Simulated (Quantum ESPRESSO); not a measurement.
```
CELL_PARAMETERS angstrom
      0.00000     3.01044     3.01044
      3.01044     0.00000     3.01044
      3.01044     3.01044     0.00000
ATOMIC_POSITIONS crystal
  Se 0.50000 0.50000 0.50000
  Sn 0.00000 0.00000 0.00000
```

The geometry is that of Materials Project entry mp-2693, symmetrised and not relaxed again.

Problem. What does PBEsol (Quantum ESPRESSO, PseudoDojo norm-conserving, 86 Ry, with spin-orbit coupling) give for the electronic structure near the Fermi level?

Solution. The PBEsol gap is direct, 0.21 eV at 87 % of the way from W to L. Another valence extremum on the path lies within 0.02 eV, too close to call. 

This is not the ordinary phase of the substance.
